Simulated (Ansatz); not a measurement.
NbC:
```
CELL_PARAMETERS angstrom
      0.00000     2.24248     2.24248
      2.24248     0.00000     2.24248
      2.24248     2.24248     0.00000
ATOMIC_POSITIONS crystal
  Nb 0.00000 0.00000 0.00000
  C  0.50000 0.50000 0.50000
```

Relaxed with PBE. Special points in fractions of this cell's reciprocal vectors: Γ (0.000, 0.000, 0.000); X (0.500, 0.000, 0.500); U (0.625, 0.250, 0.625); K (0.375, 0.375, 0.750); L (0.500, 0.500, 0.500); W (0.500, 0.250, 0.750).

### Question
List the band energies nearest the Fermi level at these points for PBE (plane waves, PAW; program Ansatz).

### Answer
In eV from the Fermi level; about four levels below and three above (degenerate sets whole), none deeper than 8.9 eV; … stands for higher levels left out; points with the same levels are listed once.

| k | below | above |
|---|---|---|
| Γ | -1.26 -1.26 -1.26 -0.18 -0.18 -0.18 | … |
| X | -4.08 -3.81 -1.28 -1.28 | 1.99 3.21 3.21 |
| U | -5.08 -4.16 -3.44 -0.27 | 2.48 3.40 5.53 |
| L | -7.46 -5.04 -5.04 | 2.13 2.13 3.55 |
| W | -4.56 -4.32 -4.32 | 1.55 1.55 3.22 |

Space group Fm-3m (rock salt). Symmetry was held in the PBE relaxation; phonons on a q-mesh show no instability. The run is not spin-polarised. Scalar-relativistic: spin–orbit coupling is off unless named, which matters more the heavier the elements.

Potentials: the later of the program's two PAW sets.
